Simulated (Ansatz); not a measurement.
LaGa3Pd2:
Space group P6/mmm (No. 191); a = b = 5.431 Å, c = 4.306 Å, α = β = 90.00°, γ = 120.00°

| atom | site | symmetry | x | y | z |
|---|---|---|---|---|---|
| Ga | 3g | mmm | 0.5000 | 0.5000 | 0.5000 |
| La | 1a | 6/mmm | 0.0000 | 0.0000 | 0.0000 |
| Pd | 2c | -6m2 | 0.3333 | 0.6667 | 0.0000 |

Relaxed with r²SCAN.

Question: Which orbitals make up the states near the Fermi level in the program Ansatz at the r²SCAN level (PAW)?

Answer: Within 0.5 eV of the Fermi level: Ga 4p 45 %, La 5d 25 %, Pd 4d 19 %. Projections are on Löwdin-orthogonalised atomic valence shells; empty p or d shells of many metals are not among them.

Question: Tabulate the density of states.

Answer: States/eV per cell of 6 atoms, in 0.25 eV bins, energy from the Fermi level.

```tsv
E (eV)	total	Pd 4d	La 4f	Ga 4p
-7.85	1.16	0.14	0.00	0.43
-7.60	1.21	0.17	0.00	0.44
-7.35	0.92	0.15	0.00	0.33
-7.10	0.71	0.13	0.00	0.26
-6.85	0.59	0.13	0.00	0.21
-6.60	0.48	0.12	0.00	0.17
-6.35	0.70	0.26	0.00	0.18
-6.10	2.31	1.04	0.01	0.40
-5.85	1.89	0.82	0.01	0.32
-5.60	1.70	0.66	0.01	0.32
-5.35	1.29	0.42	0.01	0.30
-5.10	1.16	0.33	0.01	0.32
-4.85	1.18	0.34	0.00	0.36
-4.60	4.66	2.60	0.01	1.35
-4.35	5.91	3.72	0.02	1.48
-4.10	12.51	9.88	0.05	1.44
-3.85	10.17	8.03	0.04	1.38
-3.60	8.41	7.02	0.03	0.98
-3.35	4.91	3.94	0.02	0.69
-3.10	7.47	6.07	0.02	0.91
-2.85	11.13	9.72	0.03	0.59
-2.60	6.01	4.57	0.02	0.69
-2.35	5.35	4.31	0.04	0.45
-2.10	2.81	1.98	0.01	0.40
-1.85	1.80	0.85	0.01	0.61
-1.60	2.47	0.96	0.02	0.95
-1.35	2.81	0.86	0.03	1.22
-1.10	4.07	1.12	0.04	1.81
-0.85	2.86	0.79	0.04	1.27
-0.60	3.91	1.03	0.07	1.75
-0.35	3.34	0.72	0.08	1.53
-0.10	2.48	0.44	0.08	1.14
0.15	2.01	0.33	0.08	0.90
0.40	1.91	0.30	0.10	0.81
0.65	1.57	0.23	0.10	0.59
0.90	1.61	0.24	0.13	0.52
1.15	1.78	0.26	0.18	0.52
1.40	2.45	0.32	0.34	0.65
1.65	2.37	0.27	0.49	0.58
1.90	2.93	0.26	0.91	0.64
2.15	3.25	0.17	1.76	0.46
2.40	7.03	0.19	5.32	0.42
2.65	29.62	0.36	27.29	0.50
2.90	16.66	0.31	13.00	0.56
```

The workflow started from an entry of the Crystallography Open Database (COD). Whether it is the stable phase at ambient conditions was not checked. Symmetry was held in the r²SCAN relaxation; its stability against distortions is not shown here. The run is not spin-polarised. Axis ratios of metals converge slowly with the k-mesh, so a and c are less sure than the volume. Spin–orbit coupling is left out wherever it is not named.

Potentials: the later of the program's two PAW sets.
